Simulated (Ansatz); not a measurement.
# What settings do to one calculation: Zr started on a Li site in rocksalt LiH, 16 atoms, charge 0

Ansatz (PAW, plane waves), atoms fixed. The base input:

```yaml
crystal:
  lattice:
    - [7.959938, 0.000000, 0.000000]
    - [0.000000, 3.979969, 0.000000]
    - [0.000000, 0.000000, 3.979969]
  atoms:
    - { symbol: H, position: [0.236539, 0.996440, 0.010539] }
    - { symbol: H, position: [0.743558, 0.984198, 0.977159] }
    - { symbol: H, position: [0.990523, 0.515062, 0.974501] }
    - { symbol: H, position: [0.494762, 0.504522, 0.000327], spin: 0.2 }
    - { symbol: H, position: [0.992284, 0.016753, 0.480802] }
    - { symbol: H, position: [0.502291, 0.997496, 0.479391], spin: 0.2 }
    - { symbol: H, position: [0.272846, 0.490253, 0.488387], spin: 0.2 }
    - { symbol: H, position: [0.733183, 0.481293, 0.489161], spin: 0.2 }
    - { symbol: Li, position: [0.988461, 0.999797, 0.016702] }
    - { symbol: Li, position: [0.502970, 0.992573, 0.978040] }
    - { symbol: Li, position: [0.247229, 0.506701, 0.987938] }
    - { symbol: Li, position: [0.740771, 0.500633, 0.992293] }
    - { symbol: Li, position: [0.241806, 0.995739, 0.510144] }
    - { symbol: Li, position: [0.759974, 0.036135, 0.507868] }
    - { symbol: Li, position: [0.001604, 0.498900, 0.520986] }
    - { symbol: Zr, position: [0.508064, 0.492328, 0.497117], spin: 0.2 }
kpoints:
  mp_grid: { grid: [2, 2, 2], shift: [0.5, 0.5, 0.5] }
hamiltonian:
  xc: pbesol
magnetization:
  spin_polarized: true
scf:
  occupations: { method: fermi_dirac, width: 0.01 }
output:
  forces: true
  eigenvalues: true
  stress: true
  populations: true
```

Command:

```sh
ansatz run in.yaml --threads 8 --pin off --max-ram 13300MiB --runs-dir r --events-out ev --progress --plain
```

It converged in 3 iterations and 7.7 s of wall time on 8 threads of a Platinum 8259CL processor, on a host shared with other runs; peak host memory 0.58 GiB; largest force component 2.39 eV/Å, pressure 8.17 GPa. The cutoff was the default, 420 eV. The base isn't a converged reference: it has few k points, and its atoms are unrelaxed. Each run below changes the keys shown and caps the iterations.

```csv
run,changed,ending,iterations,free energy less the base (meV per atom),rms change of forces (eV/Å),change of pressure (GPa),"wall time (s, shared host)"
1,"n_extra_bands 4, max_iter 100",converged,2,0.0,0.000,0.00,6.7 CPU
2,"n_extra_bands 0, ecutrho_ratio 1, max_iter 60",refused,–,–,–,–,–
3,"xc_grid 3 (2 is the default), occupations fixed, max_iter 60",refused,–,–,–,–,–
4,"xc revpbe, max_iter 100",converged,2,other zero,0.037,3.21,8.1 CPU
5,"ecutwfc 400 eV, xc pbe, max_iter 14",not converged,–,–,–,–,–
6,"occupations methfessel_paxton, mixing algorithm anderson, max_iter 100",converged,17,8.1,0.204,-0.74,5.8 CPU
```

«Other zero»: another functional, charge or dispersion term moves the zero of energy, so the difference says nothing of accuracy.

Problem. Which changes leave the result alone, and which of the same physical model moves the forces most?

Solution. The forces move by under 0.002 eV/Å in run 1. Run 6 (occupations methfessel_paxton, mixing algorithm anderson, max_iter 100) moves them most among the runs with the same functional, charge and dispersion term, by 0.204 eV/Å.

Problem. Why did some runs give no result?

Solution. - run 2: inconsistent input (scf.n_extra_bands, scf.occupations.method): n_bands = 21 leaves no empty band above the 21 bands per channel that the deck's 41 electrons occupy, and the occupations search for the Fermi level (a smearing at a finite width, or tetrahedra): …
- run 3: inconsistent input (scf.occupations.method, magnetization): a σ = 0 step fill (method: fixed, or a smearing width below the step floor) cannot realise an odd electron count (41) without a locked total moment — the per-k integer fill puts the same N_el/2 bands …
- run 5: did not converge after 14 iterations: dr2 = 1.46e-4 (threshold 1.00e-7), under the density mixer `msr1`, which `scf.mixing.algorithm: auto` chose by the deck's other keys (a typed `msr1` with `scf.mixing.negative_modes: turned` turns such directions too, …
